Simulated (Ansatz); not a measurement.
Here is the system:

NiSb:
```cif
data_NiSb
_chemical_formula_sum 'Ni1 Sb1'
_space_group_name_H-M_alt 'P 1'
_space_group_IT_number 1
_cell_length_a 3.26533
_cell_length_b 3.26533
_cell_length_c 3.26533
_cell_angle_alpha 90.000
_cell_angle_beta 90.000
_cell_angle_gamma 90.000
loop_
_space_group_symop_operation_xyz
  'x, y, z'
loop_
_atom_site_label
_atom_site_type_symbol
_atom_site_fract_x
_atom_site_fract_y
_atom_site_fract_z
_atom_site_occupancy
Ni1 Ni 0.00000 0.00000 0.00000 1
Sb1 Sb 0.50000 0.50000 0.50000 1
```

This is the PBE-relaxed structure.

Q: All from the program Ansatz at the PBE level (PAW), unless another level is named. Predict the electronic character.

A: metallic (no gap).

Q: Predict the density of states at the Fermi level.

A: 0.55 states/eV per atom (mean over ±0.08 eV).

Q: Give the formation energy from the elements (no fitted shifts).

A: 0.13 eV/atom.

Q: What about the gap with spin–orbit coupling?

A: none (metallic).

Space group Pm-3m (CsCl type). A made-up cell: these elements were put on the sites of a structure type; neither database checked (COD, Materials Project) lists it. COD files the formula under space group No. 194, so this cell is another polymorph or a model. Whether it is the stable phase at ambient conditions was not checked. Symmetry was held in the PBE relaxation; its stability against distortions is not shown here. The workflow began spin-polarised and lost its moments. The references are the lowest solids computed at this level, not always the standard phases. Spin–orbit coupling is left out wherever it is not named.

Potentials: the earlier of the program's two PAW sets.
